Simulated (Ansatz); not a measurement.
BN:
```
BN
1.0
    0.00000     1.74132     1.74132
    1.74132     0.00000     1.74132
    1.74132     1.74132     0.00000
N B
1 1
Direct
  0.00000   0.00000   0.00000
  0.50000   0.50000   0.50000
```

Relaxed with PBEsol. Special points in fractions of this cell's reciprocal vectors: Γ (0.000, 0.000, 0.000); X (0.500, 0.000, 0.500); U (0.625, 0.250, 0.625); K (0.375, 0.375, 0.750); L (0.500, 0.500, 0.500); W (0.500, 0.250, 0.750).

Task: List the band energies nearest the valence-band maximum at these points for plane-wave PAW PBEsol (Ansatz code).

Result: In eV from the valence-band maximum; about four levels below and three above (degenerate sets whole), none deeper than 8.9 eV; … stands for higher levels left out; points with the same levels are listed once.

```csv
k,below,above
Γ,-0.94 -0.94 -0.94,9.38 …
X,-5.77 -5.77,1.28 …
U,-4.50,3.29 …
L,-0.71 -0.71,…
W,-7.08,7.20 …
```

Space group Fm-3m (rock salt). The start of the workflow was typed in or built on a structure type; neither database checked (COD, Materials Project) lists it. It is not the phase usual at ambient conditions (space group No. 186, 194, 216). Symmetry was held in the PBEsol relaxation. At this level the phase is dynamically unstable (imaginary phonons). Its formation energy is positive at this level, so the cell may be metastable or incomplete.

Potentials: the later of the program's two PAW sets.
